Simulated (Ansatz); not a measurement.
Mg (A15 (β-W type), space group No. 223) under volume change, DFT-r²SCAN in the program Ansatz with PAW potentials, scaled uniformly.

| V (Å³/atom) | E − E(relaxed) (meV/atom) | P (GPa) |
|---|---|---|
| 20.984 | 25.3 | 4.21 |
| 21.676 | 10.7 | 2.60 |
| 22.368 | … | … |
| 23.059 | 0.0 | 0.00 |
| 23.751 | … | … |
| 24.443 | 8.8 | -1.94 |
| 25.135 | 18.9 | -2.72 |

Q: What belongs in the gaps?

A: 
- 22.368, E − E(relaxed) (meV/atom): 2.5
- 22.368, P (GPa): 1.20
- 23.751, E − E(relaxed) (meV/atom): 2.3
- 23.751, P (GPa): -1.04

Q: What does a third-order Birch–Murnaghan fit give for V₀, B₀ and B′?

A: V₀ = 23.06 Å³/atom, B₀ = 37.3 GPa, B′ = 3.8.

Space group Pm-3n (A15 (β-W type)). The start of the workflow was typed in or built on a structure type; neither database checked (COD, Materials Project) lists it. It is not the phase usual at ambient conditions (space group No. 194). Symmetry was held in the r²SCAN relaxation; whether a distortion lowers the energy is not shown.

Potentials: the later of the program's two PAW sets.
